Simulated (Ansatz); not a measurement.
In plane-wave PAW PBE+D3(BJ) (Ansatz code), BP in the hexagonal phase (P6_3/mmc; B on 2c, P on 2d) relaxes to a = 3.200 Å, c = 7.591 Å. B has 3 nearest neighbours from 1.85 Å (trigonal planar); P has 3 nearest neighbours from 1.85 Å (trigonal planar). Its formation energy from the elements is 40 meV/atom, with no fitted shifts.

The Kohn–Sham gap is 0.55 eV (indirect). The valence maximum lies on the K–Γ line, 14 % of the way from K and the conduction minimum at M (3 equivalent valleys). The electron mass is 0.21, 1.5, 3.9 mₑ (principal values). The hole mass is 0.12, 1.6, 1.7 mₑ (principal values).

An equation-of-state fit gives a bulk modulus of 15.1 GPa.

The start of the workflow was typed in or built on a structure type; neither database checked (COD, Materials Project) lists it. It is not the phase usual at ambient conditions (space group No. 216). The PBE+D3(BJ) relaxation kept the symmetry of its start; whether a distortion lowers the energy is not shown. The references are the lowest solids computed at this level, not always the standard phases.

Potentials: the earlier of the program's two PAW sets.
